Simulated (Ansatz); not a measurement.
One element of this relaxed crystal is hidden as X:

```
cell (Å)
  0.000 3.441 3.441
  3.441 0.000 3.441
  3.441 3.441 0.000
  X 0.1250 0.1250 0.1250
  X 0.8750 0.8750 0.8750
  Ag 0.3750 0.3750 0.3750
  Ag 0.6250 0.6250 0.6250
```

All-electron LAPW in Ansatz 0.2.0 under PBEsol, scalar-relativistic and without spin polarisation, finds it within 0.03 GPa of zero pressure, with a formation energy of 0.04 eV/atom from the elements, no gap and, on PAW files, a Bader charge of +0.73 e on X. The structure needn't be the ground state.

Question: Which element is X?

Answer: Na, which makes the crystal NaAg. This is the case that was computed; others weren't tested.
